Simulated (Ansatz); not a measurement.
**Notes on Li$_{2}$InAu**

```
CELL_PARAMETERS angstrom
4.56750 0.29071 -0.34063
0.53521 3.73189 1.36624
-1.14858 -0.76035 3.86434
ATOMIC_POSITIONS crystal
In 0.25141 0.23585 0.93766
Li 0.35815 0.62683 0.43304
Au 0.76416 0.59145 0.12494
Li 0.73249 0.04085 0.55966
```

The numbers come from plane-wave PAW DFT (Ansatz): m-r2SCAN, no spin polarisation, 500 eV, 4×5×5 (shifted by 0.5, 0.5, 0.5 steps) k points, gaussian occupations (width 0.0112 eV). Nothing was relaxed.

(1) What is the formation energy?

(2) Which atom feels the largest force, and which way?

(3) What happens at the Fermi level?

(4) Give the Bader charges.

Origin: a disordered cell, so it need not be a known compound. Caveats: the k mesh is coarse if the cell is a metal; m-r2SCAN is r2SCAN with a changed spin dependence that lowers moments.

Results:

(1) -0.26 eV an atom against the elements' usual phases (free molecules for gases, crystals otherwise, with no correction for O₂ or N₂), so it is bound against them; other compounds may still compete. Relaxing would lower it.

(2) The largest is on Li2: 0.74 eV/Å, components (-0.19, 0.56, 0.44). It makes 60° with the line to a nearest neighbour, Li4 at 2.54 Å.

(3) It is a metal, with about 1.2 states/eV a cell as the mean within 0.25 eV of the Fermi level, mostly In p (57 %).

(4) Bader charges in e: Li +0.85, In -0.26, Au -1.43. In the mean Li gives up most and Au takes most.
